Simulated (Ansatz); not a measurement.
**Ga4Sb3As: stable or not**

The cell was found from a structure generator's guess, not taken from experiment.

Computed with Ansatz, DFT PBE, scalar-relativistic, plane waves, PAW. Settings of the last relaxation (8-atom cell): 420 eV, 6×6×6 k points, Gaussian smearing of 0.10 eV, no spin polarisation.

```xyz
8
Lattice="6.0994 0.0000 0.0000 0.0000 6.0994 0.0000 0.0000 0.0000 6.0994" Properties=species:S:1:pos:R:3 pbc="T T T"
Ga    4.6282    4.6282    4.6282
Ga    4.6282    1.4712    1.4712
Ga    1.4712    4.6282    1.4712
Ga    1.4712    1.4712    4.6282
Sb    3.0497    3.0497    0.0000
Sb    3.0497    0.0000    3.0497
Sb    0.0000    3.0497    3.0497
As    0.0000    0.0000    0.0000
```

Formation energies are uncorrected and refer to the elements' standard structures at the same level.

Q: These tests were run: energy against the elements; phonons at Γ; elastic tensor. What do they show?

A:

| test | result |
| --- | --- |
| energy against the elements | −0.19 eV/atom |
| phonons at Γ | lowest optical mode 56 cm⁻¹ |
| elastic tensor | least eigenvalue 37 GPa |

It fails none of these tests. Whether a mixture of other phases lies lower isn't tested here. Phonons away from Γ weren't computed.

Spin–orbit coupling, which can matter for Sb, is left out. The reference form of As is held partly by dispersion forces, which this level lacks. The run for the phonons used a 6×6×6 k mesh and Fermi–Dirac smearing of 0.15 eV. The run for the elastic tensor used a 6×6×6 k mesh and Fermi–Dirac smearing of 0.15 eV.
